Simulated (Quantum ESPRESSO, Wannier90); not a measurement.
**MoP (P-6m2): Wannier90 run**

```xyz
2
Lattice="3.2348 0.0000 0.0000 -1.6174 2.8014 0.0000 0.0000 0.0000 3.1823" Properties=species:S:1:pos:R:3 pbc="T T T"
Mo     0.0000     0.0000     0.0000
P      1.6174    -0.9338     1.5911
```

Materials Project entry mp-219; symmetrised, unrelaxed at this level. COD (Crystallography Open Database) has an entry of this formula and space group (matched by these alone). Method: PBEsol plane waves in Quantum ESPRESSO 7.5 (PseudoDojo norm-conserving files, 64 Ry, spinors with spin-orbit coupling), Bloch states on a 6×6×6 mesh through Γ, Wannier90 4.0.1. Density: 12×12×10 mesh, cold smearing 0.01 Ry.

A tight-binding model is made by disentanglement and projection with no localisation steps (num_iter = 0), so the 26 orbitals stay atom-like: hydrogen-like Mo: s;p;d; P: s;p, axes along x, y, z; frozen window up to 1.50 eV relative to the Fermi level. It follows pw.x to 5.3 meV rms for states up to 1.0 eV relative to the Fermi level. Matrix elements depend on this choice of orbitals and windows.

The 20 largest hoppings ⟨m,0|H|n,R⟩ between different sites (one of each Hermitian pair; signs follow the real orbitals' lobes; the list may end inside a set of equal values):

```tsv
m	n	R	distance of the centres (Å)	t (eV)	Im t (eV)
Mo1 py↓	P2 pz↓	0 1 0	2.36	1.908	0.000
Mo1 py↑	P2 pz↑	0 1 -1	2.36	-1.908	0.000
Mo1 py↓	P2 pz↓	0 1 -1	2.36	-1.908	0.000
Mo1 py↑	P2 pz↑	0 1 0	2.36	1.908	0.000
Mo1 py↑	P2 s↑	0 1 -1	2.36	-1.720	0.000
Mo1 py↓	P2 s↓	0 1 -1	2.36	-1.720	0.000
Mo1 py↑	P2 s↑	0 1 0	2.36	-1.720	0.000
Mo1 py↓	P2 s↓	0 1 0	2.36	-1.720	0.000
P2 pz↓	Mo1 px↓	0 0 0	2.41	1.652	-0.011
P2 pz↓	Mo1 px↓	0 0 1	2.41	-1.652	0.011
P2 pz↑	Mo1 px↑	0 0 0	2.41	1.652	0.011
P2 pz↑	Mo1 px↑	0 0 1	2.41	-1.652	-0.011
P2 pz↑	Mo1 px↑	1 0 0	2.41	-1.652	0.011
P2 pz↑	Mo1 px↑	1 0 1	2.41	1.652	-0.011
P2 pz↓	Mo1 px↓	1 0 0	2.41	-1.652	-0.011
P2 pz↓	Mo1 px↓	1 0 1	2.41	1.652	0.011
Mo1 dyz↓	P2 s↓	0 1 0	2.44	-1.627	0.000
Mo1 dyz↑	P2 s↑	0 1 -1	2.44	1.627	0.000
Mo1 dyz↓	P2 s↓	0 1 -1	2.44	1.627	0.000
Mo1 dyz↑	P2 s↑	0 1 0	2.44	-1.627	0.000
```
